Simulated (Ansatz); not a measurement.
What does Ansatz print for the nuclei with this input?

The cell is a diffraction structure from the COD whose atoms were relaxed with PBE, the cell held.

```yaml
crystal:
  lattice:
    - [-5.82475, 5.82475, 2.2564]
    - [5.82475, -5.82475, 2.2564]
    - [5.82475, 5.82475, -2.2564]
  atoms:
    - { symbol: Cd, position: [0.0, 0.0, 0.0] }
    - { symbol: Hg, position: [0.75, 0.25, 0.5] }
    - { symbol: C, position: [0.6156961282, 0.4718879349, 0.3135469778] }
    - { symbol: C, position: [0.5281120651, 0.8416590429, 0.1438081933] }
    - { symbol: C, position: [0.1583409571, 0.3021491504, 0.6864530222] }
    - { symbol: C, position: [0.6978508496, 0.3843038718, 0.8561918067] }
    - { symbol: Se, position: [0.9369661095, 0.7116238061, 0.4869925356] }
    - { symbol: Se, position: [0.2883761939, 0.7753687295, 0.2253423034] }
    - { symbol: Se, position: [0.2246312705, 0.4499735739, 0.5130074644] }
    - { symbol: Se, position: [0.5500264261, 0.0630338905, 0.7746576966] }
    - { symbol: "N", position: [0.410411038, 0.3209049129, 0.2003467059] }
    - { symbol: "N", position: [0.6790950871, 0.8794417931, 0.0895061251] }
    - { symbol: "N", position: [0.1205582069, 0.210064332, 0.7996532941] }
    - { symbol: "N", position: [0.789935668, 0.589588962, 0.9104938749] }
kpoints:
  mp_grid: { grid: [7, 7, 7] }
scf:
  occupations: { method: fermi_dirac, width: 0.02 }
hamiltonian:
  xc: r2scan
  pseudopotentials: { kind: paw }
output:
  forces: true
  stress: true
  populations: true
  efg:
    quadrupole_moments_barn: { Hg: 0.387, "N": 0.02044 }
    contact_densities: true
```

```sh
ansatz run input.yaml --threads 1 --pin off --max-ram 3072MiB --backend cpu --events-out ev --progress --plain --runs-dir out
```

Of the output, the block on the nuclei alone is shown; the set-up, the SCF iterations, energies, forces and stress are cut. One atom of each set with nearly equal values is shown.

```
--- PAW observables at the nuclei: V_zz in 10²¹ V/m², potentials from the cell's mean, atoms counted from 1 ---
  atom   1  Cd V_zz =    +2.131847   η = 0.0000   by run symmetry: allowed
            electrostatic potential = -7700.538396 V   contact ρ = 1035168.055847 e/Å³
  atom   2  Hg V_zz =    +5.017925   η = 0.0000   by run symmetry: allowed   C_q = +46.9558 MHz
            electrostatic potential = -16783.299255 V   contact ρ = 14122993.063414 e/Å³
  atom   3  C  V_zz =    -3.409787   η = 0.0307   by run symmetry: allowed
            electrostatic potential = -409.800356 V   contact ρ = 867.416878 e/Å³
  atom   7  Se V_zz =   +53.724396   η = 0.6126   by run symmetry: allowed
            electrostatic potential = -4706.130372 V   contact ρ = 262666.803350 e/Å³
  atom  11  N  V_zz =    -3.167625   η = 0.5299   by run symmetry: allowed   C_q = -1.5656 MHz
            electrostatic potential = -510.143889 V   contact ρ = 1412.680941 e/Å³
```

The run took 6.1 min of wall time (6.1 min of CPU time) and 2.1 GiB at its peak, on 1 thread of Arm Neoverse V2 (aarch64; 28 cores open to the job, memory cap 3.0 GiB, no GPU), a shared host with a load of 0.8 a core.

The largest force is 0.9 eV/Å, so the atoms aren't at the calculated equilibrium and relaxing them would move these values. Spin–orbit coupling is left out, which shifts gradients on Hg by a few per cent, and by more where contributions nearly cancel. The database entry as given showed forces above 3 eV/Å or a pressure above 30 GPa, though relaxing it moves no atom far.
